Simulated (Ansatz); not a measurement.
According to the program Ansatz at the r²SCAN level (PAW), AlPd in the rock salt structure (Fm-3m) relaxes to a = 5.089 Å. Pd has 6 nearest neighbours from 2.54 Å (octahedral); Al has 6 nearest neighbours from 2.54 Å (octahedral). Against the elements it lies at -0.38 eV/atom, with no fitted shifts.

Electronic character: metallic (no gap). Gap from r²SCAN with spin–orbit coupling: none (metallic).

The bulk modulus is 118 GPa. The relaxed-ion elastic constants in GPa are C11 = 221, C12 = 67.6, C44 = -16.2. Bader charges are Pd -1.68, Al +1.68 e.

The start of the workflow was typed in or built on a structure type; neither database checked (COD, Materials Project) lists it. Whether it is the stable phase at ambient conditions was not checked. Symmetry was held in the r²SCAN relaxation. At this level the phase is mechanically unstable. No spin polarisation was allowed. As this level gives no gap, shear constants depend on the k-mesh and smearing (Fermi–Dirac, 0.1 eV here). The references are the lowest solids computed at this level, not always the standard phases. Spin–orbit coupling is left out wherever it is not named.

Potentials: the later of the program's two PAW sets.
